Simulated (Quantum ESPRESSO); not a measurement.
# Planted mistakes on one cell of Si3AlFO7

Calculated results; nothing here was measured. They come from pw.x of Quantum ESPRESSO 7.5, a plane-wave density functional program, with PseudoDojo standard norm-conserving files (v0.5 for PBE, v0.4.1 for LDA and PBEsol). The cells are made up: elements, strain and atom displacements were drawn at random, and nothing was relaxed. There is no spin polarisation, spin-orbit coupling or dispersion term.

The cell has 12 sites of a rutile lattice (two cells along c). Sites 1 to 4 hold Si Al Si Si; sites 5 to 12 hold F O O O O O O O. Cell vectors in Å: (4.424, 0.000, 0.000); (0.000, 4.424, 0.000); (0.000, 0.000, 5.688). Settings: PBE, cutoff 1143 eV, 5 x 5 x 4 k mesh shifted by half a step, Fermi-Dirac smearing of 0.025 eV.

The intended run has a self-consistency threshold of 1e-07 eV, a smearing term of 0.000 eV, a pressure of -20.72 GPa and 13 iterations. Each further run changes one thing: atoms of sites 5 and 11 exchanged; cutoff 610 eV; k mesh 1 x 1 x 1; one electron added; smearing 0.42 eV; threshold 0.05 eV. A coarse mesh keeps the shift, and a charged cell sits in a uniform background.

| run | change of free energy (eV) | smearing term -TS (eV) | change of P (GPa) | largest change of a force component (eV/Å) | iterations |
| --- | --- | --- | --- | --- | --- |
| A | 11.360 | -0.006 | 34.11 | 1.528 | 12 |
| B | 0.022 | 0.000 | 3.88 | 0.123 | 5 |
| C | -0.034 | -0.166 | 0.60 | 0.065 | 12 |
| D | 0.331 | 0.000 | 0.50 | 5.388 | 12 |
| E | 0.329 | 0.000 | 3.32 | 0.567 | 13 |
| F | 11.414 | 0.000 | -64.81 | 0.119 | 12 |

A rerun of the intended cell at 1437 eV and k mesh 7 x 7 x 6 moved values by no more than 0.003 eV in the cell's energy, 0.04 GPa in stress and 0.002 eV/Å in force.

Question: which change belongs to which run?

## Worked reading

Run B has the fewest iterations, as a run stopped early does. Run C has the largest smearing term, as wide smearing gives. Run F has a higher energy and the largest fall in pressure, as too small a basis gives. Energies from files of another functional, or of a charged cell, have another zero and say nothing on stability; the pressure of a charged cell rests on the program's zero of potential too.

## Key

```
run,change
A,one electron added
B,threshold 0.05 eV
C,smearing 0.42 eV
D,atoms of sites 5 and 11 exchanged
E,k mesh 1 x 1 x 1
F,cutoff 610 eV
```